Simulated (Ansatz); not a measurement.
The start is a randomly generated symmetric cell of TiAl (space group No. 141). A full variable-cell relaxation at zero pressure is run with PBEsol (plane waves to 420 eV, PAW, scalar-relativistic; Ansatz, a first-principles code). The first steps use a coarse 10×10×10 k-mesh.

Starting cell:
```
TiAl
1.0
   -2.21244     2.21244     6.95233
    2.21244    -2.21244     6.95233
    2.21244     2.21244    -6.95233
Al Ti
4 4
Direct
  0.22786   0.22786   0.00000
  0.97786   0.47786   0.50000
  0.52214   0.02214   0.50000
  0.77214   0.77214   0.00000
  0.50000   0.50000   0.00000
  0.25000   0.75000   0.50000
  0.75000   0.25000   0.50000
  0.00000   0.00000   0.00000
```

```json
{
 "outcome": "The space group goes from I4₁/amd (No. 141) to Fm-3m (No. 225); the end is rock salt type, with 2 atoms in the primitive cell",
 "energy_released": "1.46 eV/atom",
 "volume_change": "+5.3 %, from 17.02 to 17.91 Å³/atom",
 "Shortest distances (start → end)": "The closest pairs of elements (up to four, under 3.6 Å), start → end: Al–Ti 2.23 → 2.62 Å; Ti–Ti 3.13 → 3.70 Å; Al–Al 3.19 → 3.70 Å",
 "band_gap_at_the_end": "zero (metallic)",
 "optimiser_moves": "12"
}
```

Relaxed structure:

Space group Fm-3m (No. 225); a = b = c = 5.2328 Å, α = β = γ = 90.00°

```csv
atom,site,symmetry,x,y,z
Al,4b,m-3m,0.5000,0.5000,0.5000
Ti,4a,m-3m,0.0000,0.0000,0.0000
```
(The calculation used a cell of 2 atoms; values per cell refer to that cell.)

Final values are on a 15×15×15 k-mesh of the relaxed cell. No spin polarisation in the result.

The run could not lose the symmetry of its start: the end is stationary, and may be a saddle point rather than a minimum.

The relaxed structure here is a generated cell of TiAl: the first start was made by a random draw of sites in a space group, and the end was not matched to a known phase here, so it may be hypothetical. Known forms of TiAl include space group No. 123.
